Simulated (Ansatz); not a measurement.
GaAs:
```cif
data_As8Ga8
_chemical_formula_sum 'Ga8 As8'
_space_group_name_H-M_alt 'P 1'
_space_group_IT_number 1
_cell_length_a 6.96101
_cell_length_b 6.96101
_cell_length_c 6.96101
_cell_angle_alpha 90.000
_cell_angle_beta 90.000
_cell_angle_gamma 90.000
loop_
_space_group_symop_operation_xyz
  'x, y, z'
loop_
_atom_site_label
_atom_site_type_symbol
_atom_site_fract_x
_atom_site_fract_y
_atom_site_fract_z
_atom_site_occupancy
Ga1 Ga 0.34268 0.34268 0.34268 1
Ga2 Ga 0.65732 0.65732 0.65732 1
Ga3 Ga 0.15732 0.65732 0.84268 1
Ga4 Ga 0.84268 0.34268 0.15732 1
Ga5 Ga 0.84268 0.15732 0.65732 1
Ga6 Ga 0.15732 0.84268 0.34268 1
Ga7 Ga 0.65732 0.84268 0.15732 1
Ga8 Ga 0.34268 0.15732 0.84268 1
As1 As 0.14256 0.14256 0.14256 1
As2 As 0.85744 0.85744 0.85744 1
As3 As 0.35744 0.85744 0.64256 1
As4 As 0.64256 0.14256 0.35744 1
As5 As 0.64256 0.35744 0.85744 1
As6 As 0.35744 0.64256 0.14256 1
As7 As 0.85744 0.64256 0.35744 1
As8 As 0.14256 0.35744 0.64256 1
```

Relaxed with r²SCAN.

Q: Which orbitals make up the states near the Fermi level in r²SCAN (plane waves, PAW; program Ansatz)?

A: Within 0.5 eV of the Fermi level: As 4p 76 %, Ga 4p 19 %. Projections are on Löwdin-orthogonalised atomic valence shells; empty p or d shells of many metals are not among them.

Q: Tabulate the density of states.

A: States/eV per cell of 16 atoms, in 0.25 eV bins, energy from the Fermi level.

```
E (eV)  total  As 4p  Ga 4p  Ga 4s
------  -----  -----  -----  -----
-7.85    0.00   0.00   0.00   0.00
-7.60    0.14   0.06   0.01   0.07
-7.35    6.70   2.94   0.45   3.12
-7.10    6.83   2.93   0.46   3.11
-6.85   11.92   5.08   0.81   5.31
-6.60    5.91   2.54   0.48   2.33
-6.35    4.37   1.93   0.51   1.49
-6.10    5.55   2.47   0.74   1.86
-5.85    4.79   2.10   0.52   1.60
-5.60    4.05   1.75   0.39   1.38
-5.35    3.43   1.49   0.35   1.08
-5.10    2.57   1.14   0.32   0.72
-4.85    3.16   1.52   0.66   0.63
-4.60    5.51   2.95   1.80   0.47
-4.35    4.59   2.53   1.51   0.34
-4.10    5.01   2.77   1.54   0.43
-3.85    5.92   3.38   1.84   0.40
-3.60    8.29   4.81   2.54   0.56
-3.35    8.00   4.71   2.37   0.55
-3.10    8.15   4.96   2.45   0.43
-2.85    9.19   5.75   2.65   0.45
-2.60    9.43   6.14   2.63   0.38
-2.35   12.65   8.43   3.48   0.42
-2.10   14.10   9.67   3.77   0.35
-1.85   10.60   7.26   2.87   0.23
-1.60    7.95   5.34   2.17   0.23
-1.35    8.10   5.46   2.18   0.20
-1.10    6.94   4.83   1.79   0.11
-0.85    3.82   2.74   0.92   0.05
-0.60    2.42   1.79   0.53   0.02
-0.35    1.44   1.11   0.28   0.01
-0.10    0.48   0.39   0.08   0.00
0.15     0.01   0.01   0.00   0.00
0.40     0.09   0.03   0.03   0.02
0.65     0.91   0.22   0.28   0.26
0.90     6.15   1.50   2.06   1.64
1.15     7.54   2.00   2.33   1.97
1.40     8.18   2.35   2.56   1.95
1.65     4.45   1.40   1.31   1.03
1.90     2.70   0.90   0.80   0.58
2.15     2.89   0.76   1.04   0.62
2.40     9.49   2.44   3.47   1.96
2.65     7.59   2.26   2.50   1.61
2.90    10.11   3.47   2.73   2.37
3.15     5.95   1.74   2.16   0.98
3.40     8.07   2.03   3.33   1.07
3.65     8.19   2.06   3.59   0.89
3.90     8.79   2.27   4.00   0.82
4.15     9.27   2.38   4.31   0.76
4.40    10.33   2.72   4.78   0.88
4.65     9.63   2.39   4.80   0.61
```

Space group Pa-3. The workflow started from a Materials Project entry (that database holds measured and hypothetical structures alike); the Crystallography Open Database copy checked does not list it. It is not the phase usual at ambient conditions (space group No. 216). Symmetry was held in the r²SCAN relaxation; whether a distortion lowers the energy is not shown. Spin–orbit coupling is left out wherever it is not named.

Potentials: the later of the program's two PAW sets.
